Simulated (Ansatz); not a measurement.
Here is an unrelaxed guess for Sb2Au3.

```xyz
5
Lattice="3.8768 2.2383 3.0886 -3.8768 2.2383 3.0886 0.0000 -4.4766 3.0886" Properties=species:S:1:pos:R:3 pbc="T T T"
Sb    0.0000    0.0000    7.5863
Sb    0.0000    0.0000    1.6793
Au   -1.9384    1.1191    1.5443
Au    0.0000   -2.2383    1.5443
Au    1.9384    1.1191    1.5443
```

These are results of DFT PBE, scalar-relativistic, plane waves, PAW in Ansatz 0.2.0, not measurements. Plane waves to 420 eV, a k mesh through Γ of 3×3×3 on the computed 5-atom cell and Gaussian smearing (0.10 eV); no spin polarisation.

Energies over the elements count from the elements' standard structures at the same level, with no fitted energy shifts.

Task: Estimate its pressure, forces and energy as it stands.

Result: The pressure is 32.6 GPa (the mean over three directions, positive in compression), the largest force is 0.89 eV/Å, and the energy is +1.53 eV/atom against the elements. The shortest distance is 2.24 Å.

Task: Is it a good guess?

Result: A poor one: relaxing gains about 1.4 eV/atom (the start's value is from the coarse mesh, so the gain is rough) in 25 ionic steps and ends at +0.13 eV/atom on the finer mesh. The symmetry stays R-3m (No. 166). The volume per atom shrinks by 12.0 %, from 32.2 to 28.3 Å³. The shortest distance goes from 2.24 Å (Sb–Au) to 2.62 Å (Sb–Au). The ratio c/a of the conventional cell changes by a factor of 0.63. Conventional cell: a = 8.681 Å, c = 6.501 Å. Sb has 3 Au at 2.62 Å and 1 Sb at 2.77 Å; Au is surrounded by 2 Sb at 2.62 Å.

The last run used a 12×12×12 mesh for its 5-atom cell and Gaussian smearing of 0.10 eV. Spin–orbit coupling, which can matter for Au and Sb, is left out. The relaxation can't lower the symmetry of the start, and the grade says only how near the guess is to its own end. Symmetry constrained the relaxation, so the result can be a saddle point.
